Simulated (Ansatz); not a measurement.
Ti:
```
CELL_PARAMETERS angstrom
      2.93921     0.00000     0.00000
     -1.46960     2.54543     0.00000
      0.00000     0.00000     4.64792
ATOMIC_POSITIONS crystal
  Ti 0.33333 0.66667 0.25000
  Ti 0.66667 0.33333 0.75000
```

Relaxed with PBE. Special points in fractions of this cell's reciprocal vectors: Γ (0.000, 0.000, 0.000); M (0.500, 0.000, 0.000); K (0.333, 0.333, 0.000); A (0.000, 0.000, 0.500); L (0.500, 0.000, 0.500); H (0.333, 0.333, 0.500).

List the band energies nearest the Fermi level at these points for DFT-PBE in the program Ansatz with PAW potentials.

In eV from the Fermi level; about four levels below and three above (degenerate sets whole), none deeper than 8.9 eV; points with the same levels are listed once.

```
k                    below                          above
-  -----------------------  -----------------------------
Γ              -6.19 -2.69                 0.76 0.77 0.77
M  -2.35 -2.17 -1.85 -0.65                 0.47 0.63 1.17
K  -1.70 -1.41 -1.41 -1.31                 0.22 0.22 1.50
A              -4.34 -4.34  0.08 0.08 0.67 0.67 0.67 0.67
L  -2.55 -2.55 -0.82 -0.82            1.31 1.31 1.72 1.72
H  -1.08 -1.08 -0.23 -0.23            1.67 1.67 3.15 3.15
```

Space group P6_3/mmc (hcp (Mg type)). The PBE relaxation kept the symmetry of its start. No spin polarisation was allowed.

Potentials: the earlier of the program's two PAW sets.
